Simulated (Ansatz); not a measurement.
BeS:
```yaml
crystal:
  lattice:
    - [0.00000, 2.41876, 2.41876]
    - [2.41876, 0.00000, 2.41876]
    - [2.41876, 2.41876, 0.00000]
  atoms:
    - { symbol: Be, position: [0.00000, 0.00000, 0.00000] }
    - { symbol: S, position: [0.25000, 0.25000, 0.25000] }
```

Relaxed with PBEsol.

Give the optical modes at the zone centre with their infrared activity from DFPT, PBEsol in the plane-wave PAW code Ansatz.

Transverse frequencies, without the LO–TO term; a row sums one degenerate level.

```json
[
 {"ω (cm⁻¹)": "577", "degeneracy": "3", "IR ((D/Å)²/amu)": "24.68", "activity": "IR", "symmetry": "T2"}
]
```

How high does the top mode go among those that the LO–TO term moves?

669 cm⁻¹ for q along x.

Space group F-43m (zinc blende). The cell was relaxed with PBEsol under the symmetry of its start.

Potentials: the earlier of the program's two PAW sets. The files were generated under PBE; for other functionals the program regenerates the frozen cores, and for LDA and PBEsol the local potential too.
